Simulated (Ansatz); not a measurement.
Question: Name crystals whose computed values (DFT-LDA in the program Ansatz with PAW potentials) fall in these windows: B₀ by P(V) fit (GPa) 95 to 120; Θ_D (K) 500 to 580.

Answer: 

```json
[
 {"crystal": "ZrAl3, Cu3Au type", "B₀ by P(V) fit (GPa)": "113", "Θ_D (K)": "538"},
 {"crystal": "Al2Cu, fluorite or antifluorite type", "B₀ by P(V) fit (GPa)": "111", "Θ_D (K)": "516"},
 {"crystal": "MgO, Pm-3n (Mg on 6c, O on 6d)", "B₀ by P(V) fit (GPa)": "105", "Θ_D (K)": "526"}
]
```
Others may fit too.

Not the usual ambient phase: Al2Cu, fluorite or antifluorite type; MgO, Pm-3n (Mg on 6c, O on 6d). Standing as an ambient phase not checked: ZrAl3, Cu3Au type. Perhaps ordered models of mixed-site phases: ZrAl3, Cu3Au type. All cells were relaxed under the symmetry of their starts (and spin orders); stability against distortions was not tested throughout. Rows with no word on spin ran without spin polarisation. Spin–orbit coupling is left out wherever it is not named.

Potentials: the later of the program's two PAW sets.
